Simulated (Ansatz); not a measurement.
input.yaml (Ansatz)

```yaml
crystal:
  lattice:
    - [5.5877784105, 0.0, 0.0]
    - [0.0, 5.5877784105, 0.0]
    - [0.0, 0.0, 5.5877784105]
  atoms:
    - { symbol: Se, position: [0.0, 0.0, 0.0] }
    - { symbol: Se, position: [0.5, 0.5, 0.5] }
    - { symbol: Se, position: [0.25, 0.0, 0.5] }
    - { symbol: Se, position: [0.75, 0.0, 0.5] }
    - { symbol: Se, position: [0.5, 0.25, 0.0] }
    - { symbol: Se, position: [0.5, 0.75, 0.0] }
    - { symbol: Se, position: [0.0, 0.5, 0.25] }
    - { symbol: Se, position: [0.0, 0.5, 0.75] }
hamiltonian:
  xc: blyp
  pseudopotentials:
    kind: paw
    azcp:
      Se: "pseudopotentials/Se.paw.azcp"
basis:
  ecutwfc: 420
  fft_grid_basis: typed
kpoints:
  mp_grid: { grid: [5, 5, 5], shift: [0, 0, 0] }
magnetization:
  spin_polarized: false
scf:
  occupations: { method: fermi_dirac, width: 0.1 }
relax:
  max_steps: 60
  f_tol: 0.01
  cell: {}
```

and its output:

```
Engine: ansatz 0.2.0, aarch64-unknown-linux-gnu
Pseudopotentials: kind: paw
Pseudopotential: Se, paw, valence charge 16, recommended cutoff 420 eV (normal) 
Functional definition: BLYP
  parameter beta = 0.0042
  parameter a = 0.04918
  parameter b = 0.132
  parameter c = 0.2533
  parameter d = 0.349
  exchange = b88_x(beta = beta)
  correlation = lyp_c(a = a, b = b, c = c, d = d)
Crystal: 8 atoms, lattice volume = 174.469 Å³
Basis set: ecut = 420 eV, 3407 PW (Γ), exchange–correlation on 80×80×80 points (8 copies of the dense FFT grid, shifted against one another)
Bands: 77, of which v1, the nominal top of the filled ones, is band 64 counted from 1 (63 counted from 0)
Symmetry: 48 space group operations
Space group: Pm-3n (ITA 223), of the structure as read, at distance tolerance 5.6e-5 Å
k-points: 10 of 125
Non-local potential: Se, projectors of the file, l = 0: 2, l = 1: 2, l = 2: 3, l = 3: 1
PAW form: soft (Blöchl's): semilocal exchange-correlation on the pseudo side does not see the compensation charge
PAW frozen core: Se, regenerated for the run's functional, and the local potential with it (the file was generated under x = pbe(κ = 0.804, μ = 0.2195149727645171), c = pbe(β = 0.06672455060314922))
PAW one-centre angular grid: Se, 590 points (default); XC on 64 Gauss nodes
Initial density: superposition of atomic densities (neutral atoms: chi_scale 0, normalization atom), corrected by the library's trained network
Initial wavefunctions: pseudopotential atomic-orbital guess
Functional: x = b88, c = lyp
SCF iter   1: F=—  HF=-43833.907847 eV  |F-HF|=—  |Δ(HF+E_count)|=         —  Δρ=9.06e-3  dr2=1.43e-1  ethr=1.77e-3  ⟨swp⟩=6.6  Hψ=2783  notcnv=0  defer=12
SCF iter   2: F=—  HF=-43833.872000 eV  |F-HF|=—  |Δ(HF+E_count)|=   3.58e-2  Δρ=5.33e-3  dr2=5.55e-2  ethr=1.12e-4  ⟨swp⟩=1.0  Hψ=890  notcnv=0  defer=13
SCF iter   3: F=—  HF=-43833.853054 eV  |F-HF|=—  |Δ(HF+E_count)|=   1.89e-2  Δρ=1.23e-3  dr2=3.20e-3  ethr=4.33e-5  ⟨swp⟩=3.0  Hψ=1421  notcnv=0  defer=13
SCF iter   4: F=—  HF=-43833.850926 eV  |F-HF|=—  |Δ(HF+E_count)|=   2.13e-3  Δρ=7.16e-4  dr2=5.06e-4  ethr=2.50e-6  ⟨swp⟩=2.0  Hψ=1309  notcnv=0  defer=13
SCF iter   5: F=—  HF=-43833.850965 eV  |F-HF|=—  |Δ(HF+E_count)|=   3.93e-5  Δρ=1.04e-4  dr2=1.82e-5  ethr=3.95e-7  ⟨swp⟩=2.0  Hψ=1302  notcnv=0  defer=13
...
SCF iter   5: F=—  HF=-43834.009360 eV  |F-HF|=—  |Δ(HF+E_count)|=   5.13e-8  Δρ=1.19e-6  dr2=2.78e-9  ethr=8.55e-12  ⟨swp⟩=2.0  Hψ=1315  notcnv=0
SCF iter   6: F=—  HF=-43834.009360 eV  |F-HF|=—  |Δ(HF+E_count)|=   6.96e-9  Δρ=1.85e-7  dr2=9.78e-11  ethr=2.17e-12  ⟨swp⟩=2.0  Hψ=1022  notcnv=0
SCF iter   7: F=-43834.009360 eV  HF=-43834.009360 eV  |F-HF|=7.28e-12  |Δ(HF+E_count)|=  6.55e-11  Δρ=5.66e-8  dr2=1.24e-11  ethr=1.00e-12  ⟨swp⟩=4.0  Hψ=2328  notcnv=0
SCF 5 converged in 7 iterations: F = -43834.009360 eV  dr2 = 1.24e-11
relax step   5: F+E_penalty+E_count = -43834.00936028 eV  Δ(F+E_penalty+E_count) = -1.404e-3 eV  max|allowed force component| = 1.554e-17 eV/Å  Δτ_max = 0.0000 Å  P = +0.007 GPa  Ω = 187.806 Å³  stress off target by 6.94e-3 GPa  SCF on the basis re-selected at this cell (its energy is not comparable with the rows above)  (7 SCF iters)
basis re-selected at this cell: Δ(F+E_penalty+E_count) = -1.404e-3 eV, ΔP = -0.005 GPa vs the last step (what re-selecting the basis moved, of the pressure what is left beyond the Pulay correction that the steps carried, after the strain that the cell walked since its last selection, with what the two solves' SCF thresholds leave and, on support functions, any second-order correction that the steps lacked; it is no measure of the basis error at this ecutwfc). This SCF's stress stands 6.94e-3 GPa from its target on what of the cell is left free (relax.cell.stress_tol is 5.00e-2 GPa) and its largest allowed force component is 1.55e-17 eV/Å (relax.f_tol is 1.00e-2 eV/Å): within both
SCF converged after 7 iterations
Free energy (F): -43834.009360 eV
Harris-Foulkes:  -43834.009360 eV  (|F-HF|=7.28e-12)
Internal energy: -43833.623423 eV  (E = F + TS)
E sigma→0 (E₀):  -43833.816391 eV
Entropy (-TS):   -0.385938 eV (-48.242 meV/atom)
Fermi energy:    8.987617 eV
--- Per-component energies (eV) ---
  E_band       = -2968.831659
  E_kinetic    = 932.807436
  E_local      = -17767.106245  (includes V_loc(G=0)·N_el)
  E_nonlocal   = -4778.428264
  E_hartree    = 8829.196216
  E_xc         = -812.577616
  E_vxc        = -752.162691  (∫ρ·V_xc dr)
  E_paw        = -15399.701698  (= ΣΔE_a)
  E_vpaw       = 1737.670503  (= ΣTr[D̂ρ^β])
  E_aug_tail   = -0.005018  (compensation charges beyond the density's cutoff)
  E_ewald      = -14839.899075
  E_core_change = 2.090841  (= ΣΔE_core)
  E_smearing   = -0.385938  (= −TS)
  E_closure    = -0.000000  (closes the sum)
  Σ components = -43834.009360   (vs F -43834.009360, Δ=0.00e0)
--- Forces (eV/Å), atoms counted from 1 ---
  atom   1  Se     0.00000000    -0.00000000    -0.00000000
  atom   2  Se    -0.00000000    -0.00000000    -0.00000000
  atom   3  Se     0.00000000    -0.00000000     0.00000000
  atom   4  Se    -0.00000000     0.00000000     0.00000000
  atom   5  Se     0.00000000     0.00000000    -0.00000000
  atom   6  Se    -0.00000000    -0.00000000     0.00000000
  atom   7  Se     0.00000000    -0.00000000     0.00000000
  atom   8  Se    -0.00000000     0.00000000    -0.00000000
  max |Σ_I F_I| component: 3.18e-18 eV/Å
--- Stress (GPa, compression-positive) ---
        0.006944      -0.000000      -0.000000
       -0.000000       0.006944       0.000000
       -0.000000       0.000000       0.006944
  P = ⅓ Tr σ = 0.0069 GPa (0.069 kbar)
--- Relaxed structure (4 steps of the walk, 4 accepted, 1 SCFs on fresh bases) ---
  F+E_penalty+E_count = -43834.00936028 eV   max|allowed force component| = 1.554e-17 eV/Å   (the final SCF, on the basis selected at the relaxed cell)
  cell:  # Å, volume = 187.8065 Å³
    - [5.726687758790028, 6.179025238242381e-34, 1.5407439555097887e-33]
    - [8.746931830758695e-34, 5.726687758790028, 0.0]
    - [1.4123486258839729e-33, 0.0, 5.726687758790028]
  atoms:
    - { symbol: Se, position: [-7.741572577211307e-36, 8.03328400765695e-36, 3.096629030884523e-36] }
    - { symbol: Se, position: [0.5, 0.5, 0.5] }
    - { symbol: Se, position: [0.25, 1.4316299432640053e-35, 0.5] }
    - { symbol: Se, position: [0.7500000000000001, 9.186666124957418e-35, 0.5] }
    - { symbol: Se, position: [0.5, 0.25, 1.6021689333706915e-35] }
    - { symbol: Se, position: [0.5, 0.7500000000000001, 1.6605112194598508e-36] }
    - { symbol: Se, position: [-1.743536780432807e-35, 0.5, 0.25] }
    - { symbol: Se, position: [-1.1690896558629213e-35, 0.5, 0.7500000000000001] }
```

Launched by

```sh
ansatz run input.yaml --threads 4 --pin off --max-ram 8192MiB --backend cpu --events-out ev --progress --plain --runs-dir out
```

On 4 threads of Arm Neoverse V1 (shared host) this took about 12 s of wall time and 42 s of CPU time, with 0.64 GiB at the peak.
